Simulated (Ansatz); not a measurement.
The elements of this relaxed trial crystal are hidden behind letters.

```
lattice vectors (Å)
   1.3386    0.7728    3.8983
  -1.3386    0.7728    3.8983
   0.0000   -1.5457    3.8983
fractional positions
X 0.5000 0.5000 0.5000
Z 0.0000 0.0000 0.0000
```

All numbers below come from Ansatz 0.2.0, DFT PBE, scalar-relativistic, plane waves, PAW. The final run on the 2-atom cell used 420 eV, a Γ-centred 24×24×24 mesh, 0.10 eV smearing and no spin polarisation.

- Space group: R-3m (No. 166)
- Conventional cell: a = 2.677 Å, c = 11.695 Å
- Volume per atom: 12.10 Å³
- Density: 3.23 g/cm³
- Formation energy: −0.77 eV/atom
- Gap on the 24×24×24 mesh of the 2-atom cell: 0 eV (a metal)

Energies are uncorrected and count from the elements' standard states at the same level.

Question: X is a p-block element of period 3 and Z is a p-block element of period 2. Which elements are they?

Answer: X = Si, Z = F, so the formula is SiF. Density times volume gives a mean mass of 3.23 × 12.10/1.6605 = 23.5 u per atom, and this set has 23.5 u. Si has 6 F at 2.49 Å and 6 Si at 2.68 Å; F has 6 Si at 2.49 Å and 6 F at 2.68 Å (long contacts). Other sets within the hints have nearly the same mass, so mass alone doesn't settle it; this one was computed.

An odd number of electrons in the primitive cell allows no gap without spin; a larger cell or a magnetic state could open one. The cell is a metal run without spin; a magnetic state may lie lower. Symmetry constrained the relaxation, so the result can be a saddle point.
